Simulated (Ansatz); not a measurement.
Ca:
```
CELL_PARAMETERS angstrom
      0.00000     2.71743     2.71743
      2.71743     0.00000     2.71743
      2.71743     2.71743     0.00000
ATOMIC_POSITIONS crystal
  Ca 0.00000 0.00000 0.00000
```

Relaxed with PBE+D3(BJ). Special points in fractions of this cell's reciprocal vectors: Γ (0.000, 0.000, 0.000); X (0.500, 0.000, 0.500); U (0.625, 0.250, 0.625); K (0.375, 0.375, 0.750); L (0.500, 0.500, 0.500); W (0.500, 0.250, 0.750).

Q: List the band energies nearest the Fermi level at these points for plane-wave PAW PBE+D3(BJ) (Ansatz code).

A: In eV from the Fermi level; about four levels below and three above (degenerate sets whole), none deeper than 8.9 eV; points with the same levels are listed once.

```json
[
 {"k": "Γ", "below": "-4.11", "above": "2.40 2.40 2.40"},
 {"k": "X", "below": "-0.51", "above": "0.55 1.06 4.25"},
 {"k": "U", "below": "0.00", "above": "0.41 0.88 3.38"},
 {"k": "L", "below": "-1.01 -0.13", "above": "2.27 2.27 4.26 4.26"},
 {"k": "W", "below": "–", "above": "0.17 0.72 0.72"}
]
```

Space group Fm-3m (fcc (Cu type)). Symmetry was held in the PBE+D3(BJ) relaxation. The pairwise dispersion correction was not fitted to metals.

Potentials: the later of the program's two PAW sets.
